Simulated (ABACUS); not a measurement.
A self-consistent single point of HfN (Fm-3m, 8 atoms in the cell; from Materials Project mp-2828, changed as shown).

```xyz
8
Lattice="4.5311 0.0000 0.0000 0.0000 4.5311 0.0000 0.0000 0.0000 4.5311" Properties=species:S:1:pos:R:3 pbc="T T T"
Hf     0.0000     0.0000     0.0000
Hf     0.0000     2.2655     2.2655
Hf     2.2655     0.0000     2.2655
Hf     2.2655     2.2655     0.0000
N      2.2655     0.0000     0.0000
N      2.2655     2.2655     2.2655
N      0.0000     0.0000     2.2655
N      0.0000     2.2655     0.0000
```

All values come from this method and carry its errors: ABACUS with PBE, numerical atomic orbitals DZP (confined pseudo-atomic orbitals with Gaussian additions; energy shift 0.003 Ry), PseudoDojo 0.5 standard norm-conserving PBE (tails mended) pseudopotentials.

ABACUS settings:

* **basis**: DZP numerical atomic orbitals, energy shift 0.003 Ry
* **KPT**: Gamma 8 8 8 0 0 0
* **basis_type**: lcao
* **dft_functional**: PBE
* **ecutwfc**: 100 Ry
* **smearing_method**: fd
* **smearing_sigma**: 0.00999582 Ry
* **potentials**: PseudoDojo 0.5 standard norm-conserving PBE (tails mended)
* **symmetry**: 1
* **symmetry_prec**: 1e-05
* **ks_solver**: genelpa
* **scf_nmax**: 100
* **scf_thr**: 1.0e-06
* **mixing_type**: broyden
* **mixing_beta**: 0.4

Results:

- Number of valence electrons = 68
- Number of bands = 44
- Number of k-points after the program's reduction = 35
- Size of the basis = 156
- Number of SCF iterations = 9
- Free energy E − TS = -7282.1968 eV
- Fermi level (on the code's own zero) = 18.66 eV
- Pressure = 4.64 GPa

Stress (GPa, positive for compression):
```
4.64  0.00  0.00
0.00  4.64  0.00
0.00  0.00  4.64
```

For comparison: a first run was changed to give this one (lattice scaled by 1.02), and from it to this one the free energy falls by 57.7 meV/atom and the pressure goes from 23.92 to 4.64 GPa.

The atom-centred basis is finite, which shifts total energies and pressures against plane waves. The structure comes from a collection of computed structures, made at another level of theory; the collection holds predicted forms beside known ones. Its lattice was then scaled.

Cost on one core: very roughly 100 core-seconds.

The atomic orbitals were generated for these runs; they are not ABACUS's published sets and were checked against plane waves on a few crystals only.

“Tails mended”: in these copies of the files the far tail of each local potential was reset to the Coulomb form.
